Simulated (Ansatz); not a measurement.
Trial structure of LiSn₂, not yet relaxed:

```cif
data_structure
_symmetry_space_group_name_H-M 'P6/mmm'
_symmetry_Int_Tables_number 191
_cell_length_a 3.9365
_cell_length_b 3.9365
_cell_length_c 4.4954
_cell_angle_alpha 90.000
_cell_angle_beta 90.000
_cell_angle_gamma 120.000
_cell_volume 60.33
loop_
_atom_site_label
_atom_site_type_symbol
_atom_site_symmetry_multiplicity
_atom_site_Wyckoff_symbol
_atom_site_fract_x
_atom_site_fract_y
_atom_site_fract_z
_atom_site_occupancy
Li1 Li 1 a 0.00000 0.00000 0.00000 1
Sn1 Sn 2 d 0.33333 0.66667 0.50000 1
```

These are results of DFT PBE, scalar-relativistic, plane waves, PAW (Ansatz), not measurements. Cutoff 420 eV; k points 6×6×4 on the computed 3-atom cell (Γ-centred); Gaussian smearing, width 0.10 eV; no spin polarisation.

The zero of energy is the elements' standard structures at the same level; no fitted shifts are applied. The references include grey tin.

Task: How far from equilibrium is it?

Result: The pressure is 54.5 GPa (the mean over three directions, positive in compression), the largest force is 0.00 eV/Å (symmetry fixes the atoms), and the energy is +1.82 eV/atom against the elements. The shortest distance is 2.27 Å.

Task: Is it a good guess?

Result: A poor one: relaxing gains about 2.0 eV/atom (the start's value is from the coarse mesh, so the gain is rough) in 25 ionic steps and ends at −0.16 eV/atom on the finer mesh. The symmetry stays P6/mmm (No. 191). The volume per atom grows by 23.6 %, from 20.1 to 24.9 Å³. The shortest distance goes from 2.27 Å (Sn–Sn) to 3.02 Å (Sn–Sn). The ratio c/a of the conventional cell changes by a factor of 0.53. Conventional cell: a = 5.234 Å, c = 3.143 Å. Around Li lie 2 Li at 3.14 Å and 12 Sn at 3.41 Å; Sn has 5 Sn at 3.02–3.14 Å and 6 Li at 3.41 Å.

The last run used a 12×12×14 mesh (in the run's order of axes) for its 3-atom cell and Gaussian smearing of 0.10 eV. The relaxation can't lower the symmetry of the start, and the grade says only how near the guess is to its own end. A structure relaxed within its symmetry needn't be a true minimum.
